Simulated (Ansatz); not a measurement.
Total density of states per atom from DFT-LDA in the program Ansatz with PAW potentials, in 0.25 eV bins, energy from the valence-band maximum:

(E (eV), states/eV/atom): (-7.85, 0.00); (-7.60, 0.00); (-7.35, 0.00); (-7.10, 0.00); (-6.85, 0.00); (-6.60, 0.04); (-6.35, 0.28); (-6.10, 0.46); (-5.85, 0.91); (-5.60, 1.04); (-5.35, 0.81); (-5.10, 0.45); (-4.85, 0.31); (-4.60, 0.57); (-4.35, 1.15); (-4.10, 0.88); (-3.85, 0.63); (-3.60, 0.94); (-3.35, 1.09); (-3.10, 0.63); (-2.85, 0.51); (-2.60, 0.88); (-2.35, 1.13); (-2.10, 1.21); (-1.85, 0.86); (-1.60, 0.86); (-1.35, 0.68); (-1.10, 0.99); (-0.85, 0.81); (-0.60, 0.41); (-0.35, 0.09); (-0.10, 0.03); (0.15, 0.00); (0.40, 0.00); (0.65, 0.00); (0.90, 0.15); (1.15, 0.54); (1.40, 0.83); (1.65, 1.10); (1.90, 1.51); (2.15, 1.24); (2.40, 1.17); (2.65, 0.80); (2.90, 0.62); (3.15, 0.41); (3.40, 0.41); (3.65, 1.17); (3.90, 0.59); (4.15, 0.12); (4.40, 0.00); (4.65, 0.00); (4.90, 0.02); (5.15, 0.11); (5.40, 0.15)

### Question
Which of these materials gives this?
(A) YSi2Pt2, I4/mmm (Y on 2a, Si on 4e, Pt on 4d)
(B) MoSe2, R3m (Mo on 3a, Se on 3a, Se on 3a)
(C) LaScO3, Pnma (La on 4c, Sc on 4a, O on 4c, O on 8d)
(D) Si2Ru, fluorite or antifluorite type

### Answer
B, MoSe2, R3m (Mo on 3a, Se on 3a, Se on 3a). Top 1 eV of the valence band: Mo 4d 56 %, Se 4p 40 %. Bottom 1 eV of the conduction band: Mo 4d 68 %, Se 4p 26 %. Projections are on Löwdin-orthogonalised atomic valence shells; empty p or d shells of many metals are not among them.

The workflow started from a Materials Project entry (that database holds measured and hypothetical structures alike); the Crystallography Open Database copy checked does not list it. It is not the phase usual at ambient conditions (space group No. 194). The cell was relaxed with LDA under the symmetry of its start; whether a distortion lowers the energy is not shown. No spin polarisation was allowed. A crystal of weakly bound layers computed without a dispersion correction: the cell and the soft elastic constants depend strongly on that. Spin–orbit coupling is left out wherever it is not named.

Potentials: the later of the program's two PAW sets.
